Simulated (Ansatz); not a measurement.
Computed with Ansatz, DFT PBE, scalar-relativistic, plane waves, PAW. Plane waves to 420 eV, a 10×10×10 mesh through Γ for the 6-atom cell and 0.02 eV Gaussian smearing; no spin polarisation.

Formation energies are uncorrected and count from the elements' standard states at the same level.

**Question.** Find a candidate tetragonal semiconductor that holds In and 2 more elements, with a gap near 0.6 eV, a formation energy near −0.28 eV/atom and about 25 Å³ per atom, in a cell of 6 atoms.

**Answer.** In2GaP3, space group I-4m2 (No. 119). Around In lie 4 P at 2.56 Å; around Ga lie 4 P at 2.43 Å; around P on a site of symmetry 2mm lie 2 Ga at 2.43 Å and 2 In at 2.56 Å; P on a site of symmetry -4m2 is surrounded by 4 In at 2.56 Å.

```
In Ga P
1.0
    -2.04873    2.04873    8.75920
     2.04873   -2.04873    8.75920
     2.04873    2.04873   -8.75920
In Ga P
2 1 3
Direct
  0.83741 0.83741 0.00000
  0.16259 0.16259 0.00000
  0.50000 0.50000 0.00000
  0.42544 0.92544 0.50000
  0.07456 0.57456 0.50000
  0.75000 0.25000 0.50000
```

- Volume per atom: 24.51 Å³
- Density: 4.43 g/cm³
- Energy over the elements: −0.285 eV/atom
- Gap on the 10×10×10 mesh of the 6-atom cell: 0.62 eV

The cell was found from a structure generator's guess, not taken from experiment. Other answers may fit too; this one was computed.

Kohn–Sham gaps at this level usually fall short of measured ones. The reference form of P is held partly by dispersion forces, which this level lacks. A structure relaxed within its symmetry needn't be a true minimum.
